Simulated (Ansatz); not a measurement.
**Pd: energy along a strain**

Pd, Im-3m, a = 3.145 Å (as given, not relaxed at this level: -15.1 GPa). This isn't the element's structure at ambient conditions. Ansatz: LDA, PAW, 420 eV, Γ-centred 22×22×22 mesh on 1 atom, Gaussian smearing 0.15 eV; no spin polarisation. Cell vectors (Å): -1.572 1.572 1.572; 1.572 -1.572 1.572; 1.572 1.572 -1.572. The cell is strained by x per cent times the pattern (1 -1 0 0 0 0) in the order xx yy zz yz xz xy (engineering shears), with fractional coordinates held. y is the free energy over the start, V0 = 15.547 Å³/atom. Symmetry makes y even in x.

| x (%) | y (meV/atom) |
| --- | --- |
| -6.00 | -14.39 |
| -3.00 | -3.91 |
| 0.00 | 0.00 |
| 1.50 | -0.99 |
| 4.50 | -8.53 |
| 5.25 | ? |

Fit y = c2 x² + c4 x⁴ to the other rows, get the stiffness along the pattern, and predict the missing energy.

Least squares on the rows shown. y = −0.4476 x² + 0.001328 x⁴. The clamped-ion stiffness p·C·p = 2 × -4.476 eV × 160.2 / 15.547 Å³ = -92 GPa (second derivative at the start, which stands under stress). At x = 5.25 the fit asked for gives -11.33 meV/atom. The run gave -11.33 meV/atom, the same to the digits shown.